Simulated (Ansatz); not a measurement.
Data:

ZrGeS:
```
CELL_PARAMETERS angstrom
      3.64038     0.00000     0.00000
      0.00000     3.64038     0.00000
      0.00000     0.00000     8.06354
ATOMIC_POSITIONS crystal
  Zr 0.00000 0.50000 0.27471
  Zr 0.50000 0.00000 0.72529
  S  0.00000 0.50000 0.62162
  S  0.50000 0.00000 0.37838
  Ge 0.00000 0.00000 0.00000
  Ge 0.50000 0.50000 0.00000
```

This is the r²SCAN-relaxed structure.

Question: All from r²SCAN (plane waves, PAW; program Ansatz), unless another level is named. Predict the electronic character.

Answer: metallic (no gap).

Question: Give the formation energy from the elements (no fitted shifts).

Answer: -1.31 eV/atom.

Question: What about the density of states at the Fermi level?

Answer: 0.07 states/eV per atom (mean over ±0.08 eV).

Space group P4/nmm. The workflow started from an entry of the Crystallography Open Database (COD). Its standing as an ambient phase is unchecked. Symmetry was held in the r²SCAN relaxation; its stability against distortions is not shown here. The run is not spin-polarised. The references are the lowest solids computed at this level, not always the standard phases. Spin–orbit coupling is left out wherever it is not named.

Potentials: the later of the program's two PAW sets.
